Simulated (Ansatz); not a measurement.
Crystals of one structure type (rock salt) and one family of elements, relaxed and computed with r²SCAN (plane waves, PAW; program Ansatz).

| crystal | K_Hill (GPa) | G_Hill (GPa) |
|---|---|---|
| GaSb | 63.4 | 20.1 |
| InAs | 72.3 | 34.4 |
| GaAs | 82.2 | ? |
| BiB | 86.0 | 50.3 |
| GaP | 98.6 | 40.8 |
| BAs | 133 | 65.6 |
| BP | 161 | 61.1 |

Question: Fit a straight line to ln G against ln K and predict the withheld value.

Answer: Least squares on the 6 shown rows: ln G = 1.07 × ln K + (-1.151), with a scatter of 20 %. For GaAs this gives 35.4. The run itself gave 30.5, within the scatter.

Constructed cells (a structure type filled with these elements, in neither database checked): GaAs, rock salt; BiB, rock salt; GaP, rock salt; BAs, rock salt; BP, rock salt. Typed or built starts, not in the databases checked: GaSb, rock salt. Not the usual ambient phase: GaSb, rock salt; InAs, rock salt; GaAs, rock salt; GaP, rock salt; BAs, rock salt; BP, rock salt. All cells were relaxed under the symmetry of their starts (and spin orders); stability against distortions was not tested throughout. Scalar-relativistic: spin–orbit coupling is off unless named, which matters more the heavier the elements.

Potentials: the later of the program's two PAW sets.
